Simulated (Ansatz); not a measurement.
HfO$_{2}$:
```xyz
6
Lattice="3.5770 0.0000 0.0000 0.0000 3.5770 0.0000 0.0000 0.0000 5.2036" Properties=species:S:1:pos:R:3 pbc="T T T"
Hf     1.7885     1.7885     2.6018
Hf     0.0000     0.0000     0.0000
O      0.0000     1.7885     3.6221
O      0.0000     1.7885     1.0203
O      1.7885     0.0000     4.1834
O      1.7885     0.0000     1.5816
```

r²SCAN in the plane-wave PAW code Ansatz gives a gap of 5.27 eV without spin–orbit coupling, maximum at Z, minimum at Γ.

### Question
What happens when spin–orbit coupling is switched on?

### Answer
The gap stays essentially unchanged, to 5.27 eV; maximum on the Γ–Z line, 97 % of the way from Γ, minimum at Γ.

### Question
Give the electron effective mass with spin–orbit coupling.

### Answer
0.92, 0.92, 1.0 mₑ (principal values).

Space group P4_2/nmc. This is a known high-temperature phase of the composition, computed here at zero pressure and temperature. The r²SCAN relaxation kept the symmetry of its start; its stability against distortions is not shown here. No spin polarisation was allowed.

Potentials: the earlier of the program's two PAW sets. The files were generated under PBE; for other functionals the program regenerates the frozen cores, and for LDA and PBEsol the local potential too.
